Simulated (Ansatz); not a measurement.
A geometry of Be away from equilibrium: step 2 of the relaxation of a relaxed Be cell displaced along its unstable phonon at q = (½, 0, 0) of its primitive reciprocal cell (254i cm⁻¹), largest move 0.15 Å. Level of theory: r2SCAN (plane waves to 500 eV, PAW, scalar-relativistic; Ansatz, a first-principles code). Γ-centred k-mesh 11×11×15 on the run's cell (coarser than for final values), Fermi–Dirac smearing 0.05 eV.

```xyz
6
Lattice="7.1533 0.0529 0.0000 -1.7654 3.0578 0.0000 0.0000 0.0000 2.2006" Properties=species:S:1:pos:R:3:forces:R:3 pbc="T T T" free_energy=-559.008 pressure_GPa=-0.3
Be     0.0000     0.0000     0.0382    0.0000    0.0000    0.0596
Be     3.5767     0.0265    -0.0382    0.0000    0.0000   -0.0596
Be     0.0195     2.0498     1.2876    0.0413    0.0238    0.2647
Be     3.5962     2.0762     0.9130    0.0413    0.0238   -0.2647
Be     1.7917     1.0345     0.9130   -0.0413   -0.0238   -0.2647
Be     5.3684     1.0609     1.2876   -0.0413   -0.0238    0.2647
```

Positions in Å, forces in eV/Å, free energy of the cell in eV (comparable only within this code, potentials and settings). Largest force: 0.27 eV/Å, on Be3, Be4, Be5, Be6 (atoms numbered as listed); the geometry lies 0.09 eV/atom above the end of its relaxation.

No spin polarisation in the result.

The run could not lose the symmetry of its start, so the end can be a saddle point.

The end of the path is a generated cell of Be: the first start was made by placing the elements on the sites of a structure type, and the end was not matched to a known phase here, so it may be hypothetical. Known forms of Be include space group No. 194.
